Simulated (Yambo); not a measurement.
**Excitons in Cs2PdBr6**

```xyz
9
Lattice="0.0000 5.3781 5.3781 5.3781 0.0000 5.3781 5.3781 5.3781 0.0000" Properties=species:S:1:pos:R:3 pbc="T T T"
Br     2.4961     5.3781     5.3781
Br     8.2602     5.3781     5.3781
Br     5.3781     2.4961     5.3781
Br     5.3781     8.2602     5.3781
Br     5.3781     5.3781     2.4961
Br     5.3781     5.3781     8.2602
Pd     0.0000     0.0000     0.0000
Cs     2.6891     2.6891     2.6891
Cs     8.0672     8.0672     8.0672
```

The geometry is that of Materials Project entry mp-1205847, symmetrised and not relaxed again.

BSE in Yambo on PBEsol (pw.x of Quantum ESPRESSO, ONCV potentials, scalar-relativistic) bands: 4×4×4 mesh, 21 valence and 6 conduction bands, static screening with 152 bands and a 3 Ry block, scissor 1.70 eV, Tamm-Dancoff; field along x.

```csv
state,energy (eV),states within 2 meV,relative strength,class,main transitions
1,1.84,3,< 0.01,dark,several band pairs
2,1.91,3,< 0.01,dark,several band pairs
3,1.98,3,< 0.01,dark,several band pairs
4,2.17,3,< 0.01,dark,VB → CB (76 %)
5,2.22,3,< 0.01,dark,several band pairs
6,2.34,3,< 0.01,dark,several band pairs
7,2.42,3,1.00,strong,several band pairs
```

These are vertical excitations (zero momentum). The direct quasiparticle gap on this mesh is 2.37 eV; counted from there, state 1 is bound by 0.53 eV. Convergence with the mesh was not shown.

States at or above the direct gap are the continuum as this mesh samples it, not bound excitons.

Spin singlets only. Strengths are relative to the strongest of the lowest states of this run; strong means a line over 3 % of the spectrum's maximum, dark under 0.03 %. Absolute energies carry the error of the G0W0 scissor, whose convergence isn't established.

Spin-orbit splittings are left out.

The structure is a Materials Project entry; no match was found in the copy of COD used, and its stability was not checked.
